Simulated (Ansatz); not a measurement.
Data:

MgS (rock salt, Fm-3m), a = b = c = 5.203 Å, α = β = γ = 90.00°; the cell used has 2 atoms.

This is the r²SCAN-relaxed structure.

Question: All from DFT-r²SCAN in the program Ansatz with PAW potentials, unless another level is named. Predict the hole effective mass, band 3 of 3 at the edge.

Answer: 0.28 along [100], 0.22 along [110], 0.21 along [111] (mₑ).

Question: What about the band gap?

Answer: 3.46 eV (indirect).

Question: Next, the HSE06 gap on the r²SCAN cell?

Answer: 3.80 eV.

Question: And the conduction-band minimum?

Answer: at X (3 equivalent valleys).

The cell was relaxed with r²SCAN under the symmetry of its start.

Potentials: the later of the program's two PAW sets.
